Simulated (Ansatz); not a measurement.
In DFT-LDA in the program Ansatz with PAW potentials, BAs in the orthorhombic phase (Pnma; B on 4c, As on 4c) relaxes to a = 6.534 Å, b = 3.379 Å, c = 5.621 Å. Its formation energy from the elements is 0.25 eV/atom, with no fitted shifts.

The Kohn–Sham gap is 0.38 eV (indirect). The hole mass is 0.16, 0.47, 0.87 mₑ (principal values).

An equation-of-state fit gives a bulk modulus of 111 GPa. The elastic constants imply a Debye temperature near 515 K. Born charges are B -0.32, As +0.32 e. The phonon dispersion is stable (no imaginary branch). Without the LO–TO term the highest mode at Γ lies at 803 cm⁻¹.

The start of the workflow was typed in or built on a structure type; neither database checked (COD, Materials Project) lists it. It is not the phase usual at ambient conditions (space group No. 216). The LDA relaxation kept the symmetry of its start. The volume moved by 23 % from the start of the relaxation. Its formation energy is positive at this level, so the cell may be metastable or incomplete. The references are the lowest solids computed at this level, not always the standard phases. Scalar-relativistic: spin–orbit coupling is off unless named, which matters more the heavier the elements.

Potentials: the later of the program's two PAW sets.
